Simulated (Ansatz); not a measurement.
A distorted cell of ScPt3 (Cu3Au type):

```yaml
crystal:
  lattice:
    - [7.84478, 0.00000, 0.00000]
    - [3.92239, 3.92239, 0.00000]
    - [3.92239, 0.00000, 3.92239]
  atoms:
    - { symbol: Sc, position: [0.99363, 0.00000, 0.01275] }
    - { symbol: Sc, position: [0.50637, 0.00000, 0.98725] }
    - { symbol: Pt, position: [0.00000, 0.50000, 0.00000] }
    - { symbol: Pt, position: [0.50000, 0.50000, 0.00000] }
    - { symbol: Pt, position: [0.50111, 0.49778, 0.50000] }
    - { symbol: Pt, position: [0.99889, 0.50222, 0.50000] }
    - { symbol: Pt, position: [0.99889, 0.00000, 0.50000] }
    - { symbol: Pt, position: [0.50111, 0.00000, 0.50000] }
```

Method: LDA (plane waves to 420 eV, PAW, scalar-relativistic; Ansatz, an electronic-structure program). k mesh 12×12×12 (Γ-centred), Fermi-Dirac smearing 0.05 eV. Compression counts positive. With partly filled bands, energies and forces of such displacements shift with the k mesh and the smearing. ScPt3 is run without spin polarisation. ScPt3 was relaxed with its symmetry unable to fall. Spin-orbit coupling is left out, though Pt is heavy.

Q: What forces act on the atoms (eV/Å, Cartesian)?

A: 
```json
[
 {"atom": "Sc1", "Fx": "0.000", "Fy": "0.000", "Fz": "-0.486"},
 {"atom": "Sc2", "Fx": "0.000", "Fy": "0.000", "Fz": "0.486"},
 {"atom": "Pt3", "Fx": "0.000", "Fy": "0.000", "Fz": "0.000"},
 {"atom": "Pt4", "Fx": "0.000", "Fy": "0.000", "Fz": "0.000"},
 {"atom": "Pt5", "Fx": "0.000", "Fy": "0.366", "Fz": "0.000"},
 {"atom": "Pt6", "Fx": "0.000", "Fy": "-0.366", "Fz": "0.000"},
 {"atom": "Pt7", "Fx": "0.366", "Fy": "0.000", "Fz": "0.000"},
 {"atom": "Pt8", "Fx": "-0.366", "Fy": "0.000", "Fz": "0.000"}
]
```

(A displaced cell: forces are minus the slopes of the energy, force constants its curvatures, and phonons follow from these.)
